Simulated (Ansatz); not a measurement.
CdSe:
```cif
data_CdSe
_chemical_formula_sum 'Se1 Cd1'
_space_group_name_H-M_alt 'P 1'
_space_group_IT_number 1
_cell_length_a 4.38141
_cell_length_b 4.38141
_cell_length_c 4.38141
_cell_angle_alpha 60.000
_cell_angle_beta 60.000
_cell_angle_gamma 60.000
loop_
_space_group_symop_operation_xyz
  'x, y, z'
loop_
_atom_site_label
_atom_site_type_symbol
_atom_site_fract_x
_atom_site_fract_y
_atom_site_fract_z
_atom_site_occupancy
Se1 Se 0.75000 0.75000 0.75000 1
Cd1 Cd 0.00000 0.00000 0.00000 1
```

Relaxed with PBE. Independent-particle spectrum: no excitons, no local fields, no scissors shift; 0.1 eV broadening; ε₁ of the summed bands alone.

Question: Tabulate the dielectric function from DFT-PBE in the program Ansatz with PAW potentials.

Answer: 

```
E (eV)  ε₁ xx  ε₂ xx
------  -----  -----
0.0      8.33   0.00
0.3      8.58   0.00
0.6      9.23   1.16
0.9      8.49   1.85
1.2      8.13   2.04
1.5      7.97   2.21
1.8      7.98   2.39
2.1      8.12   2.65
2.4      8.47   3.10
2.7      9.08   3.98
3.0      8.95   7.20
3.3      5.65   6.96
3.6      4.84   6.01
3.9      4.71   5.38
4.2      4.96   5.07
4.5      5.63   5.16
4.8      7.28   6.30
5.1      3.41  11.66
5.4      0.95   9.00
5.7     -0.18   6.82
6.0      0.29   5.09
6.3      1.98   4.86
6.6      0.97   8.48
6.9      0.02   6.88
7.2     -2.13   7.44
7.5     -3.15   5.65
7.8     -3.44   3.99
8.1     -2.66   2.74
8.4     -2.09   2.35
8.7     -1.94   1.84
9.0     -1.43   1.56
9.3     -1.05   1.33
9.6     -0.68   1.56
9.9     -0.70   1.41
10.2    -0.48   1.36
10.5    -0.54   1.56
10.8    -0.60   1.32
11.1    -0.44   1.30
11.4    -0.71   1.15
11.7    -0.49   0.79
12.0    -0.27   0.77
```

Question: From ε at 0.7 eV (xx: 8.97 + 1.52i), find n, k, the normal reflectivity and the absorption coefficient.

Answer: n = 3.01, k = 0.253, R = 25 %, α = 2kE/ħc = 18000 cm⁻¹.

With all bands, ε∞ without local fields is 8.47. DFPT, with local fields, gives 8.09.

Space group F-43m (zinc blende). The cell was relaxed with PBE under the symmetry of its start; phonons on a q-mesh show no instability. Spin–orbit coupling is left out wherever it is not named.

Potentials: the later of the program's two PAW sets.
